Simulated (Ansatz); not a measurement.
An acoustic mirror alternates quarter-wave layers of high and low impedance; the larger the ratio, the fewer layers.

The reference row is bcc W. Each row is paired with the reference. Frequency 5 GHz, 2 pairs, polycrystalline averages.

Levels of theory (Ansatz, a plane-wave PAW program): density: r²SCAN, relaxed cell; longitudinal speed: r²SCAN, elastic tensor, Hill average.

Runs started from generated or typed cells of the structure named: bcc W; PbS; HgTe; MgS. No claim is made that these are known or stable phases: Mg2ZnO3 (P-3m1, hP6); ZnS (R3m, hR6). Spin–orbit coupling is left out unless named.

```
crystal               density (g/cm³)  v_l (km/s)
--------------------  ---------------  ----------
bcc W, reference                19.20        5.28
PbS (rock salt)                  7.45        3.68
HgTe (zinc blende)               7.68        2.76
Mg2ZnO3 (P-3m1, hP6)             4.75        8.12
MgS (rock salt)                  2.66        7.67
NaF (rock salt)                  2.88        5.95
KF (rock salt)                   2.57        4.82
ZnS (R3m, hR6)                   4.13        5.51
```

Working rules: Z = ρ v_l; layer = v_l/4f; ratio = larger Z over smaller Z; isolation ≈ 20 × 2 × log₁₀(ratio), up to a constant set by the substrate.

Task: Work out impedance, quarter wave, impedance ratio and isolation for MgS.

Result: 
Z = 2.66 × 7.67 = 20.40 MRayl; quarter wave: 7.67 km/s/(4 × 5 GHz) = 384 nm; impedance ratio: larger of 20.40/101.38 and its inverse = 4.970; isolation: 20 × 2 × log₁₀(4.970) = 28 dB.

Task: Put the candidates in order of impedance ratio, highest first.

Result: The same steps for every row:

```
crystal               impedance (MRayl)  quarter wave (nm)  impedance ratio  isolation (dB)
--------------------  -----------------  -----------------  ---------------  --------------
bcc W, reference                 101.38                264            1.000               0
PbS (rock salt)                   27.42                184            3.697              23
HgTe (zinc blende)                21.20                138            4.782              27
Mg2ZnO3 (P-3m1, hP6)              38.57                406            2.628              17
MgS (rock salt)                   20.40                384            4.970              28
NaF (rock salt)                   17.14                298            5.915              31
KF (rock salt)                    12.39                241            8.182              37
ZnS (R3m, hR6)                    22.76                276            4.454              26
```

Ranking by impedance ratio, highest first: KF (8.182 ± 0.26), NaF (5.915 ± 0.19), MgS (4.970 ± 0.16) ≈ HgTe (4.782 ± 0.15), ZnS (R3m, hR6) (4.454 ± 0.14), PbS (3.697 ± 0.12), Mg2ZnO3 (P-3m1, hP6) (2.628 ± 0.083). The ± follows from allowances picked for this note (density 1 %, longitudinal speed 3 %), carried to first order and added in quadrature, each row's own inputs moving alone; ≈ joins neighbours closer than their two ± added in quadrature.

Sputtered films are textured or amorphous and softer than these crystals; shear waves need a mirror of their own. Where several phases of a formula are at hand, those over 0.1 eV/atom above the lowest were not drawn (by r²SCAN where it compared them, else by the largest value; a layered or molecular lowest phase counts only with a dispersion term); other phases could lie lower still. Rows are a sample by related chemistry or structure, familiar materials first, kept where one row at least reaches a ratio of 2.5. Limits of the draw: impedance over 8 MRayl; for moduli and speeds, an anisotropy index under 2.5, no layered crystals; no unfamiliar magnets, and cubic perovskites only if shown or known to be stable. As a rule kept out of such tables: 4f compounds, open-shell compounds run without a Hubbard term, cells found unstable in the tests at hand, cells close to a higher symmetry, and runs set to a pressure or over 12 % in volume from the crystal's fullest run.
